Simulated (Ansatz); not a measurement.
**SbAs: start and end of a relaxation**

A trial structure of SbAs was built thus: sheets of the AsP type as a bilayer (elements of the layers in order: SbAs (AsP type), SbAs (AsP type)). A sheet's type names the database crystal that the layer was cut from. The dimensions are guesses.

Only a and b repeat, and vacuum parts the sheet from its images along c. Symmetry isn't written into the files.

POSCAR.start

```
Sb As
1.0
     4.20707    0.00000    0.00000
    -2.10354    3.64343    0.00000
     0.00000    0.00000   21.00000
Sb As
2 2
Direct
  0.00000 0.00000 0.35688
  0.33333 0.66667 0.57714
  0.33333 0.66667 0.42286
  0.00000 0.00000 0.64312
```

All numbers below come from DFT PBE+D3(BJ), scalar-relativistic, plane waves, PAW in Ansatz. Cutoff 420 eV, Gaussian smearing, Γ-centred meshes. In-plane cell and atoms relax first on a coarse mesh and then on a converged one. The steps can't lower the symmetry of their start. No spin polarisation.

POSCAR.end

```
Sb As
1.0
     3.82184    0.00000    0.00000
    -1.91092    3.30981    0.00000
     0.00000    0.00000   37.63733
Sb As
2 2
Direct
  0.00000 0.00000 0.18675
  0.33333 0.66667 0.33080
  0.33333 0.66667 0.22716
  0.00000 0.00000 0.37121
```

The symmetry stays p3m1 (No. 69). The area per atom shrinks by 17.5 %, from 3.8 to 3.2 Å². The shortest distance goes from 2.80 Å (Sb–As) to 2.68 Å (Sb–As). The energy falls by about 0.16 eV/atom (the start's value is from the coarse mesh). The program sets the height of the box itself, so the height of the cell differs between start and end.

```json
{
  "Layer group": "p3m1 (No. 69)",
  "In-plane cell": "a = 3.822 Å, b = 3.822 Å, γ = 120.0°",
  "Area per atom": "3.16 Å²",
  "Thickness between the outermost nuclei": "6.94 Å",
  "Formation energy": "+0.223 eV/atom",
  "Gap on the 12×12×1 mesh of the 4-atom cell": "1.02 eV"
}
```

The zero of energy is the elements' standard structures at the same level; no fitted shifts are applied. A positive value: parting into the elements would lower its energy.

The last run used Gaussian smearing of 0.02 eV. These runs have no spin–orbit coupling, which can matter for Sb. Kohn–Sham gaps at this level usually fall short of measured ones. The missing spin–orbit coupling can work the other way here. A structure relaxed within its symmetry needn't be a true minimum. In all, the 3 runs took 9.7 min on 1 thread of Intel(R) Xeon(R) Processor @ 2.50GHz (Skylake/Cascade Lake), with other jobs on the host.
